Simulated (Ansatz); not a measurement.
Computed properties of Tl

Tl:
```yaml
crystal:
  lattice:
    - [1.69550, 0.97890, 8.18825]
    - [-1.69550, 0.97890, 8.18825]
    - [0.00000, -1.95779, 8.18825]
  atoms:
    - { symbol: Tl, position: [0.00000, 0.00000, 0.00000] }
    - { symbol: Tl, position: [0.22147, 0.22147, 0.22147] }
    - { symbol: Tl, position: [0.77853, 0.77853, 0.77853] }
```

Space group R-3m (No. 166), 9R (Sm type); conventional cell a = b = 3.391 Å, c = 24.565 Å, α = β = 90.00°, γ = 120.00°.

Method: the program Ansatz at the LDA level (PAW). Geometry: relaxed at this level of theory. Other levels are named where they apply.

Cell and energy:

| Property | Result |
|---|---|
| Volume per atom | 27.18 Å³ |
| Density | 12.49 g/cm³ |

Electronic structure:

| Item | Value |
|---|---|
| Electronic character | metallic (no gap) |
| Density of states at the Fermi level | 0.50 states/eV per atom (mean over ±0.08 eV) |

The workflow started from a Materials Project entry (that database holds measured and hypothetical structures alike); the Crystallography Open Database copy checked does not list it. It is not the phase usual at ambient conditions (space group No. 194). The cell was relaxed with LDA under the symmetry of its start; its stability against distortions is not shown here. Axis ratios of metals converge slowly with the k-mesh, so a and c are less sure than the volume. Scalar-relativistic: spin–orbit coupling is off unless named, which matters more the heavier the elements.

Potentials: the later of the program's two PAW sets.
